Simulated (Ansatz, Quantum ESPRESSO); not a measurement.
Given: the input of a run of Ansatz 0.2.0 on GeW. Atoms were shifted at random by some hundredths of an Å from the given cell, which wasn't relaxed again for these runs. The cell comes from a database or a generator and needn't be the stable form of this composition.

input.yaml

```yaml
crystal:
  lattice:
    - [0.0, 2.57761, 2.57761]
    - [2.57761, 0.0, 2.57761]
    - [2.57761, 2.57761, 0.0]
  atoms:
    - { symbol: Ge, position: [0.506003, 0.481925, 0.510255] }
    - { symbol: W, position: [0.015699, -0.001221, -0.008586] }
hamiltonian:
  xc: pbe
  pseudopotentials: { kind: paw }
kpoints:
  mp_grid: { grid: [9, 9, 9] }
scf:
  occupations: { method: fermi_dirac, width: 0.05 }
output:
  forces: true
  stress: true
  eigenvalues: true
  write_density: true
  write_potential: true
  elf: true
  volumetric_format: npy
```

Potentials or basis: Ansatz PAW.

Command:

```console
$ ansatz run input.yaml --threads 1 --pin off --max-ram 3584MiB --backend cpu --events-out ev --progress --plain --runs-dir out
```

Translate it to Quantum ESPRESSO 7.5. Potentials or basis there: SSSP 1.3 efficiency PBE, cutoff 748 eV.

As run (cutoffs and basis follow the program's own potentials, and thresholds, step limits or extra output files can differ):

The input pw.in:

```
&CONTROL
  calculation = 'scf'
  prefix = 'pwscf'
  outdir = './tmp'
  pseudo_dir = './pseudo'
  tprnfor = .true.
  tstress = .true.
  disk_io = 'nowf'
/
&SYSTEM
  ibrav = 0
  nat = 2
  ntyp = 2
  ecutwfc = 55
  ecutrho = 440
  nbnd = 21
  occupations = 'smearing'
  smearing = 'fd'
  degauss = 0.00367493
/
&ELECTRONS
  conv_thr = 4d-10
  electron_maxstep = 120
  mixing_beta = 0.5
/
ATOMIC_SPECIES
Ge    72.6300 ge_pbe_v1.4.uspp.F.UPF
W    183.8400 W_pbe_v1.2.uspp.F.UPF
CELL_PARAMETERS angstrom
   0.0000000000    2.5776100000    2.5776100000
   2.5776100000    0.0000000000    2.5776100000
   2.5776100000    2.5776100000    0.0000000000
ATOMIC_POSITIONS crystal
Ge     0.5060030000    0.4819250000    0.5102550000
W      0.0156990000   -0.0012210000   -0.0085860000
K_POINTS automatic
9 9 9 0 0 0
```

Potentials or basis: SSSP 1.3 efficiency PBE.

Command:

```sh
$ OMP_NUM_THREADS=1 pw.x -in pw.in > pw.out
```

Both were run:

|  | Ansatz | Quantum ESPRESSO |
| --- | --- | --- |
| Pressure | 0.6 GPa | 0.6 GPa |
| Largest force | 0.669 eV/Å | 0.670 eV/Å |
| Energy over the undisturbed cell | 12.0 meV/atom | 12.0 meV/atom |

Ansatz's pressure holds a Pulay term of +0.05 GPa for its cutoff of 420 eV, which the other run lacks.

Where Ansatz's input types no cutoff or centring, it takes its own default and a Γ-centred mesh.

Pressure is positive in compression.
